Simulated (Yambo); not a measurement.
Absorption of AlBO₃ (space group R-3c, No. 167) with and without the electron-hole interaction (Yambo, PBEsol bands; 6×6×6 mesh, 11 valence and 3 conduction bands, static screening with 53 bands and a 3 Ry block, scissor 2.63 eV, Tamm-Dancoff; field along x). Axes are Cartesian, with cell vectors (Å) (2.25, 1.30, 4.63), (-2.25, 1.30, 4.63), (0.00, -2.60, 4.63).

```json
[
 {"E (eV)": "6.45", "Im ε, BSE": "0.07", "Im ε, independent quasiparticles": "0.02"},
 {"E (eV)": "6.55", "Im ε, BSE": "0.08", "Im ε, independent quasiparticles": "0.03"},
 {"E (eV)": "6.65", "Im ε, BSE": "0.09", "Im ε, independent quasiparticles": "0.03"},
 {"E (eV)": "6.75", "Im ε, BSE": "0.10", "Im ε, independent quasiparticles": "0.03"},
 {"E (eV)": "6.85", "Im ε, BSE": "0.11", "Im ε, independent quasiparticles": "0.03"},
 {"E (eV)": "6.95", "Im ε, BSE": "0.12", "Im ε, independent quasiparticles": "0.03"},
 {"E (eV)": "7.05", "Im ε, BSE": "0.14", "Im ε, independent quasiparticles": "0.03"},
 {"E (eV)": "7.15", "Im ε, BSE": "0.16", "Im ε, independent quasiparticles": "0.04"},
 {"E (eV)": "7.25", "Im ε, BSE": "0.18", "Im ε, independent quasiparticles": "0.04"},
 {"E (eV)": "7.35", "Im ε, BSE": "0.22", "Im ε, independent quasiparticles": "0.04"},
 {"E (eV)": "7.45", "Im ε, BSE": "0.27", "Im ε, independent quasiparticles": "0.04"},
 {"E (eV)": "7.55", "Im ε, BSE": "0.34", "Im ε, independent quasiparticles": "0.05"},
 {"E (eV)": "7.65", "Im ε, BSE": "0.46", "Im ε, independent quasiparticles": "0.05"},
 {"E (eV)": "7.75", "Im ε, BSE": "0.67", "Im ε, independent quasiparticles": "0.05"},
 {"E (eV)": "7.85", "Im ε, BSE": "1.06", "Im ε, independent quasiparticles": "0.06"},
 {"E (eV)": "7.95", "Im ε, BSE": "1.65", "Im ε, independent quasiparticles": "0.06"},
 {"E (eV)": "8.05", "Im ε, BSE": "2.53", "Im ε, independent quasiparticles": "0.07"},
 {"E (eV)": "8.15", "Im ε, BSE": "2.94", "Im ε, independent quasiparticles": "0.08"},
 {"E (eV)": "8.25", "Im ε, BSE": "2.31", "Im ε, independent quasiparticles": "0.09"},
 {"E (eV)": "8.35", "Im ε, BSE": "1.71", "Im ε, independent quasiparticles": "0.11"},
 {"E (eV)": "8.45", "Im ε, BSE": "1.46", "Im ε, independent quasiparticles": "0.14"},
 {"E (eV)": "8.55", "Im ε, BSE": "1.58", "Im ε, independent quasiparticles": "0.17"},
 {"E (eV)": "8.65", "Im ε, BSE": "2.04", "Im ε, independent quasiparticles": "0.20"},
 {"E (eV)": "8.75", "Im ε, BSE": "2.42", "Im ε, independent quasiparticles": "0.23"},
 {"E (eV)": "8.85", "Im ε, BSE": "2.33", "Im ε, independent quasiparticles": "0.23"},
 {"E (eV)": "8.95", "Im ε, BSE": "2.44", "Im ε, independent quasiparticles": "0.23"},
 {"E (eV)": "9.05", "Im ε, BSE": "2.67", "Im ε, independent quasiparticles": "0.26"},
 {"E (eV)": "9.15", "Im ε, BSE": "3.17", "Im ε, independent quasiparticles": "0.32"},
 {"E (eV)": "9.25", "Im ε, BSE": "4.14", "Im ε, independent quasiparticles": "0.45"},
 {"E (eV)": "9.35", "Im ε, BSE": "4.75", "Im ε, independent quasiparticles": "0.61"},
 {"E (eV)": "9.45", "Im ε, BSE": "5.34", "Im ε, independent quasiparticles": "0.71"},
 {"E (eV)": "9.55", "Im ε, BSE": "6.21", "Im ε, independent quasiparticles": "0.83"},
 {"E (eV)": "9.65", "Im ε, BSE": "6.98", "Im ε, independent quasiparticles": "0.99"},
 {"E (eV)": "9.75", "Im ε, BSE": "5.76", "Im ε, independent quasiparticles": "1.08"},
 {"E (eV)": "9.85", "Im ε, BSE": "4.69", "Im ε, independent quasiparticles": "1.17"},
 {"E (eV)": "9.95", "Im ε, BSE": "3.64", "Im ε, independent quasiparticles": "1.35"},
 {"E (eV)": "10.05", "Im ε, BSE": "3.39", "Im ε, independent quasiparticles": "1.68"},
 {"E (eV)": "10.15", "Im ε, BSE": "3.10", "Im ε, independent quasiparticles": "1.98"},
 {"E (eV)": "10.25", "Im ε, BSE": "2.88", "Im ε, independent quasiparticles": "2.06"},
 {"E (eV)": "10.35", "Im ε, BSE": "2.38", "Im ε, independent quasiparticles": "2.34"},
 {"E (eV)": "10.45", "Im ε, BSE": "2.15", "Im ε, independent quasiparticles": "2.77"},
 {"E (eV)": "10.55", "Im ε, BSE": "2.05", "Im ε, independent quasiparticles": "3.42"},
 {"E (eV)": "10.65", "Im ε, BSE": "2.07", "Im ε, independent quasiparticles": "3.95"},
 {"E (eV)": "10.75", "Im ε, BSE": "2.16", "Im ε, independent quasiparticles": "4.09"},
 {"E (eV)": "10.85", "Im ε, BSE": "1.75", "Im ε, independent quasiparticles": "3.96"},
 {"E (eV)": "10.95", "Im ε, BSE": "1.56", "Im ε, independent quasiparticles": "3.67"},
 {"E (eV)": "11.05", "Im ε, BSE": "1.32", "Im ε, independent quasiparticles": "3.29"},
 {"E (eV)": "11.15", "Im ε, BSE": "1.23", "Im ε, independent quasiparticles": "3.20"},
 {"E (eV)": "11.25", "Im ε, BSE": "1.33", "Im ε, independent quasiparticles": "3.58"},
 {"E (eV)": "11.35", "Im ε, BSE": "1.20", "Im ε, independent quasiparticles": "4.25"},
 {"E (eV)": "11.45", "Im ε, BSE": "1.18", "Im ε, independent quasiparticles": "4.47"},
 {"E (eV)": "11.55", "Im ε, BSE": "1.05", "Im ε, independent quasiparticles": "4.08"},
 {"E (eV)": "11.65", "Im ε, BSE": "0.95", "Im ε, independent quasiparticles": "3.43"},
 {"E (eV)": "11.75", "Im ε, BSE": "0.94", "Im ε, independent quasiparticles": "3.22"},
 {"E (eV)": "11.85", "Im ε, BSE": "0.80", "Im ε, independent quasiparticles": "3.24"},
 {"E (eV)": "11.95", "Im ε, BSE": "0.78", "Im ε, independent quasiparticles": "3.13"}
]
```

The scissor comes from a G0W0 run whose convergence isn't established. Broadening 0.15 eV. The band window holds all transitions up to 12.0 eV. Fine structure above the onset can come from the mesh.

Geometry of the Materials Project entry, not relaxed at this level; primitive cell a = b = c = 5.3144 Å, α = β = γ = 50.16°.
